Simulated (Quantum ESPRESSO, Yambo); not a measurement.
# BaTe under isotropic strain

```
BaTe
1.0
    0.00000     3.46944     3.46944
    3.46944     0.00000     3.46944
    3.46944     3.46944     0.00000
Te Ba
1 1
Direct
  0.50000   0.50000   0.50000
  0.00000   0.00000   0.00000
```

BaTe (rock salt, space group Fm-3m, No. 225) under isotropic strain (on all lattice vectors), counted from the cell relaxed with PBEsol, atoms relaxed at each step. PBEsol (pw.x of Quantum ESPRESSO, ONCV potentials, no spin-orbit coupling); G0W0 and BSE in Yambo (4×4×4 Γ-centred k mesh, 161 bands and a 8 Ry block in the screening, 161 bands in G with the Bruneval-Gonze terminator, plasmon pole fitted at 27.2 eV; BSE 8×8×8 mesh, 3 valence and 6 conduction bands, static screening with 44 bands and a 4 Ry block, scissor from each state's G0W0).

```
strain (%)  pressure (GPa)  PBEsol gap (eV)      kind  G0W0 direct gap (eV)  lowest vertical BSE state (eV)  RPA ε∞ along x
----------  --------------  ---------------  --------  --------------------  ------------------------------  --------------
-3                     3.6             1.24  indirect             3.00 at X                    not resolved               –
-1.5                   1.6             1.36  indirect             3.15 at X                    not resolved               –
-0.7                   0.7             1.41  indirect             3.23 at X                    not resolved               –
0                      0.0             1.46  indirect             3.29 at X                    not resolved               –
+1                    -0.9             1.52  indirect             3.38 at X                    not resolved               –
+2                    -1.7             1.58  indirect             3.45 at X                    not resolved               –
```

Between -0.7 % and +1 % the direct gap at X has a volume deformation potential dE/dlnV of 2.3 eV in PBEsol; the block changes size in that range, so no G0W0 slope is given.

GW, BSE and RPA settings are held fixed; their convergence isn't established. Strains are linear. The screening block changes size along the series (229 vectors at -3 %, 229 vectors at -1.5 %, 229 vectors at -0.7 %, 229 vectors at +0 %, 259 vectors at +1 %, 283 vectors at +2 %), which puts steps into the G0W0 values. Spin-orbit coupling is left out, which matters for elements this heavy: edges can move by tenths of an eV.

The standard potential for Te keeps a d shell in the valence without the s and p states of that shell. In tests on such compounds this moved G0W0 gaps by up to about 0.9 eV, so absolute quasiparticle energies here are unreliable; differences between settings are what counts.
